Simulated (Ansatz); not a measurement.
Cd (hcp, Mg type)

```
CELL_PARAMETERS angstrom
      2.94579     0.00000     0.00000
     -1.47289     2.55113     0.00000
      0.00000     0.00000     5.60304
ATOMIC_POSITIONS crystal
  Cd 0.33333 0.66667 0.75000
  Cd 0.66667 0.33333 0.25000
```

The slice is a (0001) plane (indices of the conventional cell) through the point (0.667, 0.333, 0.250) (fractional), spanned by u = [110] and v = [1 -1 0] in vectors of this cell: u (2.95 Å) and v (5.10 Å, at 90° to u). It covers one period; positions are fractions (u, v).

The numbers are results of PBEsol (plane waves to 420 eV, PAW, scalar-relativistic; Ansatz, a program for electronic structure), not measurements. k mesh 18×18×9. These are valence fields of a PAW run, semicore shells included where kept as valence: close to a nucleus they are smooth pseudo fields. Cd was relaxed with its symmetry unable to fall.

Task: What is the ELF at the midpoint of the shortest Cd–Cd line in this plane (2.95 Å)?

Result: 0.24.

Task: What is the valence density on the shortest Cd–Cd line in this plane (2.95 Å), at its midpoint?

Result: 0.21 e/Å³.

Task: Sketch the electron localisation function (ELF) on this plane as a map.

Result: 
```
|xxxx994400001100004499xx|
|998866220000110000226688|
|554422000011221100002244|
|000000001111221111000000|
|000011110000000000111100|
|332211000000000000001122|
|332200002244554422000022|
|221100226688998866220011|
|1100004499xxxxxx99440000|
|11001155xxxxxxxxxx551100|
|1100004499xxxxxx99440000|
|110000226688998866220000|
|221100002244554422000011|
|221111000000000000001111|
|000000111100000011110000|
|000000001122332211000000|
|554422000022332200002244|
|998866220011221100226688|
|xxxx994400001100004499xx|
|xxxxxx55110011001155xxxx|
```
Scale: ten equal steps from 0.19 (start of '0') to 0.58 (end of '9'), in the order '0123456789'. Values: electron localisation function (ELF). The map has 12 points along u (two characters each, u = 0 at the left) and 20 along v (v = 0 in the bottom row). Points within 0.5 Å of a nucleus are blanked (x), as the pseudised field means little there.
